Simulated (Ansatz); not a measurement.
Recipe of this trial structure of TaMo4: random cell by space group and Wyckoff sites (P4/mmm, No. 123). Lengths were set from tabulated atomic sizes, so they are only a guess.

```cif
data_structure
_symmetry_space_group_name_H-M 'P4/mmm'
_symmetry_Int_Tables_number 123
_cell_length_a 4.9518
_cell_length_b 4.9518
_cell_length_c 4.2668
_cell_angle_alpha 90.000
_cell_angle_beta 90.000
_cell_angle_gamma 90.000
_cell_volume 104.62
loop_
_atom_site_label
_atom_site_type_symbol
_atom_site_symmetry_multiplicity
_atom_site_Wyckoff_symbol
_atom_site_fract_x
_atom_site_fract_y
_atom_site_fract_z
_atom_site_occupancy
Ta1 Ta 1 b 0.00000 0.00000 0.50000 1
Mo1 Mo 4 o 0.25603 0.50000 0.50000 1
```

Method: DFT PBE, scalar-relativistic, plane waves, PAW in Ansatz. Cutoff 420 eV, Gaussian smearing, Γ-centred meshes. Cell and atoms relax first on a coarse mesh and then on a finer one. In between, the cell is made exact in the group found at 0.06 Å. In metals the finer mesh still leaves noise of several meV/atom or more. The steps can't lower the symmetry of their start. No spin polarisation in the relaxation; trial moments died out in a coarse test.

A guess keeps its type if space group and coordination stay and the shape of the cell changes little (axis ratios within about 15 %, angles within 6°); the volume may change.

Q: Will the relaxed cell still be of the starting type?

A: It doesn't keep its type. The symmetry stays P4/mmm (No. 123). The volume per atom shrinks by 10.9 %, from 20.9 to 18.7 Å³. The shortest distance goes from 1.71 Å (Mo–Mo) to 2.36 Å (Mo–Mo). The ratio c/a of the conventional cell changes by a factor of 0.52. Counting neighbours within 15 % of an atom's shortest distance, the start has Mo 2, Ta 8 and the end Mo 5, Ta 2. In detail, at the end Ta has 2 Ta at 2.64 Å and 8 Mo at 3.20 Å; around Mo lie 1 Mo at 2.36 Å, 4 Mo at 2.53–2.64 Å and 2 Ta at 3.20 Å.

```xyz
5
Lattice="5.9444 0.0000 0.0000 0.0000 5.9444 0.0000 0.0000 0.0000 2.6390" Properties=species:S:1:pos:R:3 pbc="T T T"
Ta    0.0000    0.0000    1.3195
Mo    1.1809    2.9722    1.3195
Mo    4.7635    2.9722    1.3195
Mo    2.9722    4.7635    1.3195
Mo    2.9722    1.1809    1.3195
```

Formation energies are uncorrected and refer to the elements' standard structures at the same level.

Q: At what energy does it end?

A: +1.18 eV/atom. It can't be a ground state, since the elements alone are lower.

The last run used a 6×6×14 mesh (in the run's order of axes) for its 5-atom cell and Gaussian smearing of 0.10 eV. These runs have no spin–orbit coupling, which can matter for Ta. Symmetry constrained the relaxation, so the result can be a saddle point. Another cell of TaMo4 relaxed alike, in C2/m, lies 1.26 eV/atom lower, so this cell isn't the stable form at this level.
